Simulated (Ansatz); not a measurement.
A geometry of GaIr away from equilibrium: the start of the relaxation of a generated cell, GaIr built in the AFLOW prototype AB_hR6_160_3a_3a (as in SiC). Computed with PBEsol (plane waves to 420 eV, PAW, scalar-relativistic; Ansatz, a quantum-chemistry and plane-wave program). Γ-centred k-mesh 11×11×11 on the run's cell (coarser than for final values), Fermi–Dirac smearing 0.05 eV.

```xyz
6
Lattice="1.6997 0.9813 8.3267 -1.6997 0.9813 8.3267 0.0000 -1.9626 8.3267" Properties=species:S:1:pos:R:3 pbc="T T T"
Ga     0.0000     0.0000     0.0000
Ga     0.0000     0.0000     5.5511
Ga     0.0000     0.0000    19.4291
Ir     0.0000     0.0000     2.0816
Ir     0.0000     0.0000     7.6330
Ir     0.0000     0.0000    21.5107
```

Problem. Predict the force on each atom, in eV/Å.

Solution. 
| atom | Fx | Fy | Fz |
|---|---|---|---|
| Ga1 | 0.00 | 0.00 | 0.14 |
| Ga2 | 0.00 | 0.00 | 0.01 |
| Ga3 | 0.00 | 0.00 | -0.04 |
| Ir4 | 0.00 | 0.00 | -0.01 |
| Ir5 | 0.00 | 0.00 | -0.17 |
| Ir6 | 0.00 | 0.00 | 0.07 |

Problem. What is the pressure?

Solution. +118 GPa, compression positive.

Problem. How much energy per atom can still be gained by relaxing?

Solution. 2.57 eV/atom; the path ends in R3m (No. 160).

No spin polarisation in the result.

The run could not lose the symmetry of its start; a randomly shaken copy of 12 atoms returns to this structure.

The end of the path is a generated cell of GaIr: the first start was made by placing the elements on the sites of a structure type, and the end was not matched to a known phase here, so it may be hypothetical.
